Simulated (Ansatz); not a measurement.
Sr$_{3}$SbN:
```
CELL_PARAMETERS angstrom
      5.18568     0.00000     0.00000
      0.00000     5.18568     0.00000
      0.00000     0.00000     5.18568
ATOMIC_POSITIONS crystal
  Sr 0.00000 0.50000 0.50000
  Sr 0.50000 0.00000 0.50000
  Sr 0.50000 0.50000 0.00000
  Sb 0.00000 0.00000 0.00000
  N  0.50000 0.50000 0.50000
```

Relaxed with r²SCAN. Special points in fractions of this cell's reciprocal vectors: Γ (0.000, 0.000, 0.000); X (0.000, 0.500, 0.000); M (0.500, 0.500, 0.000); R (0.500, 0.500, 0.500).

List the band energies nearest the valence-band maximum at these points for r²SCAN with spin–orbit coupling (plane waves, PAW; program Ansatz).

In eV from the valence-band maximum; about four levels below and three above (degenerate sets whole), none deeper than 8.9 eV; points with the same levels are listed once.

| k | below | above |
|---|---|---|
| Γ | 0.00 0.00 0.00 0.00 | 0.53 0.53 0.53 0.53 |
| X | -0.63 -0.63 -0.58 -0.58 | 1.73 1.73 2.34 2.34 |
| M | -1.53 -1.53 -0.87 -0.87 | 2.51 2.51 3.26 3.26 3.26 3.26 |
| R | -1.64 -1.64 -1.64 -1.64 | 2.21 2.21 2.22 2.22 2.22 2.22 |

Space group Pm-3m (anti-perovskite). The first step of the workflow began from a Materials Project structure, measured or hypothetical; the Crystallography Open Database copy checked does not list it. Whether it is the stable phase at ambient conditions was not checked. Symmetry was held in the r²SCAN relaxation; whether a distortion lowers the energy is not shown.

Potentials: the later of the program's two PAW sets.
